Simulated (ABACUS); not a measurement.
Worked example: self-consistent single point of PbSe (I4mm, 2 atoms in the cell; from Materials Project mp-2201, changed as shown) in ABACUS.

All values come from this method and carry its errors: PBE, PseudoDojo 0.5 standard norm-conserving PBE (tails mended) pseudopotentials (plane waves; ABACUS).

The change in words: atom 1 moved by +0.04 angstrom along z. Reference geometry (Fm-3m):
```xyz
2
Lattice="0.0000 3.0908 3.0908 3.0908 0.0000 3.0908 3.0908 3.0908 0.0000" Properties=species:S:1:pos:R:3 pbc="T T T"
Pb     0.0000     0.0000     0.0000
Se     3.0908     3.0908     3.0908
```

Reference input (self-consistent single point, DFT, PBE, plane waves, PseudoDojo 0.5 standard norm-conserving PBE (tails mended) pseudopotentials): KPT = Gamma 6 6 6 0 0 0; basis_type = pw; ecutwfc = 86 Ry; smearing_method = fd; smearing_sigma = 0.000734986 Ry; potentials = PseudoDojo 0.5 standard norm-conserving PBE (tails mended); symmetry = 1; symmetry_prec = 1e-05; ks_solver = dav_subspace; scf_nmax = 100; scf_thr = 1.0e-09 Ry; mixing_type = broyden. This run's input differs from it in these lines:

```diff
@@ -36,3 +36,3 @@
 1
-   0.0000000000    0.0000000000    0.0000000000
+  -0.0000000000   -0.0000000000    0.0755917986
```

Output (repeated stretches shortened):

```
 SELF-CONSISTENT
 -------------------------------------------
                                 init_chg = atomic

 PW ALGORITHM --------------- ION=   1  ELEC=   1--------------------------------

 Notice: Threshold on eigenvalues was too large.

 Density error is 0.0798710895597
                          Error Threshold = 0.00026680644751
 E_KohnSham     -382.2974994375      -5201.4243235014
 E_Fermi        0.6469636906         8.8023925907

 PW ALGORITHM --------------- ION=   1  ELEC=   2--------------------------------

 Density error is 0.0273271585093
                          Error Threshold = 0.000266236965199
   [... lines left out ...]

 Density error is 2.6903205165e-09
                          Error Threshold = 1.71070920492e-10
 E_KohnSham     -382.3253853229      -5201.8037304377
 E_Fermi        0.6744805286         9.1767783784

 PW ALGORITHM --------------- ION=   1  ELEC=   8--------------------------------

 Density error is 3.11089408392e-10
                          Error Threshold = 8.96773505499e-12
 E_KohnSham     -382.3253853239      -5201.8037304509
 E_KS(sigma->0) -382.3253853239      -5201.8037304508
 E_entropy(-TS) -0.0000000000        -0.0000000000
 E_Fermi        0.6744847939         9.1768364111
 charge density convergence is achieved
 final etot is -5201.8037305 eV
 EFERMI = 9.1768364111 eV

 STATE ENERGY(eV) AND OCCUPATIONS    NSPIN == 1
   [... 22 lines left out ...]

 TOTAL-FORCE (eV/Angstrom)
                       Pb1         0.0000000000         0.0000000000        -0.0069885350
                       Se1         0.0000000000         0.0000000000         0.0069885350

 TOTAL-STRESS (KBAR)
         7.0327072052        -0.0000000000         0.0000000000
        -0.0000000000         7.0327072052         0.0000000000
         0.0000000000        -0.0000000000         7.6717617906
 TOTAL-PRESSURE: 7.245725 KBAR

 --------------------------------------------
 !FINAL_ETOT_IS -5201.8037304508525267 eV
 --------------------------------------------
```

The run converged in 8 iterations. Against the reference run the free energy stays essentially unchanged (within 1 meV/atom), the pressure hardly changes (0.71 to 0.72 GPa), the largest force goes from 0.000 to 0.007 eV/Å and the gap on the mesh goes from 0.387 to 0.404 eV.

Spin-orbit coupling is left out, which matters for bands and gaps with elements this heavy. The structure comes from a collection of computed structures, made at another level of theory; the collection holds predicted forms beside known ones.

Cost on one core: roughly 70 core-seconds.

“Tails mended”: in these copies of the files the far tail of each local potential was reset to the Coulomb form.
